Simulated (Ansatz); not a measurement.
Given:

Starting cell, Bi2Se3 (Bi2Te3 type, space group R-3m):

```xyz
5
Lattice="2.0722 1.1964 9.4827 -2.0722 1.1964 9.4827 0.0000 -2.3927 9.4827" Properties=species:S:1:pos:R:3 pbc="T T T"
Bi     0.0000     0.0000    11.4041
Bi     0.0000     0.0000    17.0439
Se     0.0000     0.0000     0.0000
Se     0.0000     0.0000     5.9889
Se     0.0000     0.0000    22.4591
```

Scan: atom 4 (Se, nearest neighbour Bi at 2.863 Å; its periodic images, 4.1 Å or more away, move with it) is displaced along Cartesian z, direction (0.000, 0.000, 1.000) in Cartesian axes, by s. The other atoms stay.

These are PBE-D3(BJ) (plane waves to 420 eV, PAW, scalar-relativistic; Ansatz, a program for electronic structure) values and carry that method's errors. k mesh 8×8×8 (Γ-centred), Fermi-Dirac smearing 0.05 eV. E stands for the smeared free energy. Bi2Se3 was relaxed with its symmetry unable to fall. Spin-orbit coupling is left out, though Bi is heavy. The zero of ΔE is the undisplaced structure.

The scan covers s from -0.290 to 0.290 Å in 11 points.

Question: Is this a single well or a double well?

Answer: A single well with its minimum at or next to zero displacement.

Question: Is the energy the same for displacements of ±0.290 Å, and if not, which side lies higher?

Answer: Not even: the positive side lies higher at ±0.290 Å. With its periodic images moving along, the atom's site symmetry in this cell is 3m.

Question: What is the force constant k = d²E/ds² of this move at s = 0?

Answer: 6.40 eV/Å².

(A displaced cell: forces are minus the slopes of the energy, force constants its curvatures, and phonons follow from these.)
